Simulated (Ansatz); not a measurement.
MoSeS:
```
CELL_PARAMETERS angstrom
      3.24257     0.00000     0.00000
     -1.62129     2.80815     0.00000
      0.00000     0.00000    12.94975
ATOMIC_POSITIONS crystal
  Mo 0.00000 0.00000 0.26262
  Mo 0.00000 0.00000 0.73738
  Se 0.66667 0.33333 0.86774
  Se 0.33333 0.66667 0.13226
  S  0.33333 0.66667 0.37985
  S  0.66667 0.33333 0.62015
```

Relaxed with r²SCAN+D4. Special points in fractions of this cell's reciprocal vectors: Γ (0.000, 0.000, 0.000); M (0.500, 0.000, 0.000); K (0.333, 0.333, 0.000); A (0.000, 0.000, 0.500); L (0.500, 0.000, 0.500); H (0.333, 0.333, 0.500).

Q: List the band energies nearest the valence-band maximum at these points for r²SCAN+D4 with spin–orbit coupling (plane waves, PAW; program Ansatz).

A: In eV from the valence-band maximum; about four levels below and three above (degenerate sets whole), none deeper than 8.9 eV; points with the same levels are listed once.

| k | below | above |
|---|---|---|
| Γ | -1.10 -1.10 0.00 0.00 | 2.15 2.15 2.25 2.25 |
| M | -1.52 -1.52 -1.18 -1.18 | 1.48 1.48 1.51 1.51 |
| K | -0.82 -0.82 -0.65 -0.65 | 0.92 0.92 0.95 0.95 |
| A | -0.66 -0.66 -0.07 -0.07 | 2.18 2.18 2.23 2.23 |
| L | -1.38 -1.38 -1.22 -1.22 | 1.49 1.49 1.50 1.50 |
| H | -0.81 -0.81 -0.63 -0.63 | 0.92 0.92 0.94 0.94 |

Space group P-3m1. The first step of the workflow began from a Materials Project structure, measured or hypothetical; the Crystallography Open Database copy checked does not list it. Its standing as an ambient phase is unchecked. The r²SCAN+D4 relaxation kept the symmetry of its start; whether a distortion lowers the energy is not shown. No spin polarisation was allowed.

Potentials: the later of the program's two PAW sets.
